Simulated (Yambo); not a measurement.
```xyz
2
Lattice="0.0000 2.7981 2.7981 2.7981 0.0000 2.7981 2.7981 2.7981 0.0000" Properties=species:S:1:pos:R:3 pbc="T T T"
Mg     0.0000     0.0000     0.0000
S      1.3991     1.3991     1.3991
```

MgS (zinc blende, space group F-43m, No. 216): mean Im ε in 1 eV windows above the direct gap of 5.35 eV, for different electron-hole kernels (Yambo, broadening 0.15 eV, LDA (Quantum ESPRESSO, PseudoDojo norm-conserving, 84 Ry, no spin-orbit coupling) bands; 10×10×10 mesh, 3 valence and 4 conduction bands, static screening with 24 bands and a 4 Ry block, scissor 2.00 eV, Tamm-Dancoff; field along x).

| window (eV) | independent quasiparticles | BSE |
|---|---|---|
| 5.3 to 6.3 | 0.9 | 7.2 |
| 6.3 to 7.3 | 3.0 | 8.0 |
| 7.3 to 8.3 | 8.5 | 4.6 |
| 8.3 to 9.3 | 6.7 | 5.2 |
| 9.3 to 10.3 | 7.6 | 4.2 |
| 10.3 to 11.3 | 4.8 | 2.5 |

This run doesn't resolve bound excitons or single peaks, so only averages are given, and they too depend on the mesh; weight that the attraction moves below the gap isn't listed. All transitions below 11.32 eV are in the band window. The scissor comes from a G0W0 run whose convergence isn't established.

Geometry relaxed with LDA.

This is not the ordinary phase of the substance; no match was found in the copy of COD used, and its stability was not checked.
